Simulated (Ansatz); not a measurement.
Rb$_{2}$S:
```cif
data_Rb4S2
_chemical_formula_sum 'S2 Rb4'
_space_group_name_H-M_alt 'P 1'
_space_group_IT_number 1
_cell_length_a 5.53606
_cell_length_b 5.53606
_cell_length_c 7.39574
_cell_angle_alpha 90.000
_cell_angle_beta 90.000
_cell_angle_gamma 120.000
loop_
_space_group_symop_operation_xyz
  'x, y, z'
loop_
_atom_site_label
_atom_site_type_symbol
_atom_site_fract_x
_atom_site_fract_y
_atom_site_fract_z
_atom_site_occupancy
S1 S 0.33333 0.66667 0.25000 1
S2 S 0.66667 0.33333 0.75000 1
Rb1 Rb 0.00000 0.00000 0.00000 1
Rb2 Rb 0.00000 0.00000 0.50000 1
Rb3 Rb 0.66667 0.33333 0.25000 1
Rb4 Rb 0.33333 0.66667 0.75000 1
```

Relaxed with r²SCAN. Plane-wave PAW r²SCAN (Ansatz code) gives a gap of 2.65 eV.

Problem. What gap does HSE06 give on the same cell (Ansatz, PAW)?

Solution. 2.98 eV, 0.33 eV more. The hybrid was solved on a coarser mesh and at special points; the gap given is the minimum over both.

Cost on shared cores: the r²SCAN run (SCF on a 6×6×4 mesh, then bands and DOS) about 100 core-seconds (a rough figure), the HSE06 run (SCF on 4×4×3, then a few points) very roughly 90 core-seconds; the tasks are unlike.

Space group P6_3/mmc. The workflow started from an entry of the Crystallography Open Database (COD), which files this formula under 2 space groups. Its standing as an ambient phase is unchecked. The r²SCAN relaxation kept the symmetry of its start; its stability against distortions is not shown here. The volume moved by -29 % from the start of the relaxation. The volume fell by over 15 % from the filed cell, which may lack light atoms or belong to other conditions. Scalar-relativistic: spin–orbit coupling is off unless named, which matters more the heavier the elements.

Potentials: the later of the program's two PAW sets.
